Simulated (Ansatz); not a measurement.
Density of states of a CuNi6S16 cell (a crystal with Cu atoms taken out, relaxed), per eV and atom, broadened by Gaussian smearing of width 0.1 eV and averaged over bins of 0.4 eV, from 8 eV under the Fermi level at most up to where the solved bands end.

Level of theory: DFT PBEsol, scalar-relativistic, plane waves, PAW (Ansatz).

Settings: cutoff 420 eV, Γ-centred mesh 4×5×5 on the computed 23-atom cell, Gaussian smearing of 0.10 eV; no spin polarisation.

```
Cu Ni S
1.0
    -3.93607   -2.27126    6.33843
     3.93451   -2.27183    6.33726
    -0.00128    4.54430    6.33828
Cu Ni S
1 6 16
Cartesian
  -3.9325 2.2721 12.6739
  0.0021 2.2714 12.6746
  -3.9320 0.0000 9.5056
  -1.9649 -1.1361 12.6748
  -1.9652 3.4078 9.5057
  -1.9643 1.1353 6.3362
  -1.9665 1.1365 15.8437
  0.0028 -0.0009 3.7295
  0.0023 -0.0001 13.2014
  -0.8394 -2.7231 11.3914
  -0.8917 1.8185 8.2566
  2.7811 0.6318 11.3916
  -1.1253 -1.6845 8.2568
  -1.9346 2.0901 11.3923
  2.0261 -0.1356 8.2566
  0.0034 -0.0006 5.8103
  0.0023 -0.0002 15.2819
  0.8971 -1.8194 10.7533
  0.8449 2.7224 7.6188
  1.1300 1.6833 10.7535
  -2.7761 -0.6325 7.6186
  -2.0197 0.1345 10.7539
  1.9406 -2.0913 7.6182
```

```tsv
E − E_F (eV)	total	S 3p	Ni 3d	Cu 3d	S 3s
-7.85	0.316	0.273	0.010	0.002	0.007
-7.45	0.584	0.491	0.026	0.003	0.022
-7.05	0.586	0.468	0.040	0.005	0.034
-6.65	0.435	0.339	0.035	0.006	0.027
-6.25	0.468	0.360	0.042	0.009	0.030
-5.85	0.549	0.414	0.070	0.012	0.031
-5.45	0.545	0.397	0.084	0.026	0.020
-5.05	0.721	0.489	0.145	0.043	0.021
-4.65	0.896	0.591	0.202	0.049	0.027
-4.25	0.601	0.339	0.198	0.026	0.009
-3.85	0.853	0.452	0.280	0.071	0.016
-3.45	0.736	0.419	0.196	0.077	0.015
-3.05	1.011	0.357	0.286	0.325	0.014
-2.65	1.149	0.302	0.587	0.217	0.012
-2.25	2.327	0.254	1.953	0.046	0.016
-1.85	0.878	0.245	0.577	0.021	0.011
-1.45	0.516	0.248	0.224	0.015	0.015
-1.05	0.257	0.093	0.116	0.027	0.016
-0.65	0.606	0.213	0.294	0.048	0.036
-0.25	0.539	0.226	0.265	0.010	0.021
0.15	0.689	0.342	0.293	0.009	0.018
0.55	0.574	0.323	0.203	0.012	0.011
0.95	0.319	0.194	0.099	0.006	0.005
1.35	0.144	0.093	0.041	0.001	0.002
```

The columns after the total are the largest Löwdin projections on the valence shells of the potentials, so they needn't add up, and the weight of a shell that a potential lacks goes to other orbitals. The cell has no gap on the mesh.

Spin polarisation was left out, and a magnetic state may lie lower.

Cost: 2 runs of about 4 core-minutes in all (earlier runs that led there not counted), on AMD EPYC 9R45 (Zen 5) (shared hosts).